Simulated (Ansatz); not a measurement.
Relaxed Ga2Pt (fluorite type, space group Fm-3m):

```yaml
crystal:
  lattice:
    - [0.00000, 5.86926, 5.86926]
    - [2.93463, 0.00000, 2.93463]
    - [2.93463, 2.93463, 0.00000]
  atoms:
    - { symbol: Ga, position: [0.37500, 0.75000, 0.75000] }
    - { symbol: Ga, position: [0.87500, 0.75000, 0.75000] }
    - { symbol: Ga, position: [0.12500, 0.25000, 0.25000] }
    - { symbol: Ga, position: [0.62500, 0.25000, 0.25000] }
    - { symbol: Pt, position: [0.00000, 0.00000, 0.00000] }
    - { symbol: Pt, position: [0.50000, 0.00000, 0.00000] }
```

A phonon eigenvector at L = (0.5, 0.0, 0.0) is frozen into this cell: atom i moves by Q times the vector below, so Q is the largest atomic displacement, in Å. The cell is held. It is one choice among 2 degenerate patterns. (q is in reciprocal vectors of the primitive cell; the cell shown is doubled to hold the pattern.)

```json
[
 {"atom": "Ga1", "x": "-0.285", "y": "0.520", "z": "-0.805"},
 {"atom": "Ga2", "x": "0.285", "y": "-0.520", "z": "0.805"},
 {"atom": "Ga3", "x": "0.285", "y": "-0.520", "z": "0.805"},
 {"atom": "Ga4", "x": "-0.285", "y": "0.520", "z": "-0.805"},
 {"atom": "Pt5", "x": "-0.155", "y": "0.283", "z": "-0.438"},
 {"atom": "Pt6", "x": "0.155", "y": "-0.283", "z": "0.438"}
]
```

All values below come from LDA (plane waves to 420 eV, PAW, scalar-relativistic; Ansatz, a quantum-chemistry and plane-wave program). k mesh 7×14×14 (Γ-centred), Fermi-Dirac smearing 0.05 eV. Energies are smeared free energies. Compression counts positive. With partly filled bands, energies and forces of such displacements shift with the k mesh and the smearing. Ga2Pt is run without spin polarisation. Ga2Pt was relaxed with its symmetry unable to fall. Spin-orbit coupling is left out, though Pt is heavy. This is a high-temperature form of Ga2Pt. The zero of ΔE is the undisplaced structure.

```json
[
 {"Q (Å)": "-0.180", "ΔE (meV/cell)": "872", "P (GPa)": "5.9", "−dE/dQ from forces (eV/Å)": "10.547"},
 {"Q (Å)": "-0.150", "ΔE (meV/cell)": "589", "P (GPa)": "4.1", "−dE/dQ from forces (eV/Å)": "8.349"},
 {"Q (Å)": "-0.120", "ΔE (meV/cell)": "368", "P (GPa)": "2.6", "−dE/dQ from forces (eV/Å)": "6.393"},
 {"Q (Å)": "-0.090", "ΔE (meV/cell)": "203", "P (GPa)": "1.4", "−dE/dQ from forces (eV/Å)": "4.628"},
 {"Q (Å)": "-0.060", "ΔE (meV/cell)": "89", "P (GPa)": "0.6", "−dE/dQ from forces (eV/Å)": "3.005"},
 {"Q (Å)": "-0.030", "ΔE (meV/cell)": "22", "P (GPa)": "0.2", "−dE/dQ from forces (eV/Å)": "1.478"},
 {"Q (Å)": "0.000", "ΔE (meV/cell)": "0", "P (GPa)": "0.0", "−dE/dQ from forces (eV/Å)": "0.000"},
 {"Q (Å)": "0.030", "ΔE (meV/cell)": "22", "P (GPa)": "0.2", "−dE/dQ from forces (eV/Å)": "-1.478"},
 {"Q (Å)": "0.060", "ΔE (meV/cell)": "89", "P (GPa)": "0.6", "−dE/dQ from forces (eV/Å)": "-3.005"},
 {"Q (Å)": "0.090", "ΔE (meV/cell)": "203", "P (GPa)": "1.4", "−dE/dQ from forces (eV/Å)": "-4.628"},
 {"Q (Å)": "0.120", "ΔE (meV/cell)": "368", "P (GPa)": "2.6", "−dE/dQ from forces (eV/Å)": "-6.393"},
 {"Q (Å)": "0.150", "ΔE (meV/cell)": "589", "P (GPa)": "4.1", "−dE/dQ from forces (eV/Å)": "-8.349"},
 {"Q (Å)": "0.180", "ΔE (meV/cell)": "872", "P (GPa)": "5.9", "−dE/dQ from forces (eV/Å)": "-10.547"}
]
```

Read from the data:

Energy at Q = 0.180 Å: 872 meV/cell
Space group of the distorted cell: P-1 (No. 2), lowered from Fm-3m
Symmetry of the curve: even: the same for both signs
Shape of the curve: a single well with its minimum at or next to zero displacement
Harmonic wavenumber from the curvature (finite differences): 184 cm⁻¹
Wavenumber by perturbation theory (DFPT, on another k mesh): 184 cm⁻¹

(For displaced atoms, the force is minus the slope of the energy, and its curvature is a force constant, which sets phonon frequencies.)
